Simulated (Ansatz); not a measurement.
YSi2:
```xyz
3
Lattice="3.7423 0.0000 0.0000 0.0000 3.7423 0.0000 0.0000 0.0000 4.5395" Properties=species:S:1:pos:R:3 pbc="T T T"
Si     1.8711     0.0000     0.0000
Si     0.0000     1.8711     0.0000
Y      0.0000     0.0000     2.2698
```

Relaxed with PBE. Special points in fractions of this cell's reciprocal vectors: Γ (0.000, 0.000, 0.000); X (0.000, 0.500, 0.000); M (0.500, 0.500, 0.000); Z (0.000, 0.000, 0.500); R (0.000, 0.500, 0.500); A (0.500, 0.500, 0.500).

Question: List the band energies nearest the Fermi level at these points for plane-wave PAW PBE (Ansatz code).

Answer: In eV from the Fermi level; about four levels below and three above (degenerate sets whole), none deeper than 8.9 eV; points with the same levels are listed once.

```csv
k,below,above
Γ,-2.02 -1.55 -1.55 -1.20,2.17 2.17 2.52
X,-8.67 -8.03 -2.28 -0.69,0.18 0.27 0.63
M,-5.66 -4.83 -1.57 -1.57,2.01 4.38 5.05
Z,-2.32 -2.32 -1.51 -0.87,1.56 2.96 4.51
R,-7.78 -2.74 -1.73 -0.77,1.06 1.91 2.09
A,-4.33 -0.59 -0.34 -0.34,1.55 4.66 4.66
```

Space group P4/mmm. The cell is a constructed one: a structure type filled with these elements; neither database checked (COD, Materials Project) lists it. COD files the formula under space group No. 191, so this cell is another polymorph or a model. Its standing as an ambient phase is unchecked. Symmetry was held in the PBE relaxation; its stability against distortions is not shown here. The run is not spin-polarised. Scalar-relativistic: spin–orbit coupling is off unless named, which matters more the heavier the elements.

Potentials: the later of the program's two PAW sets.
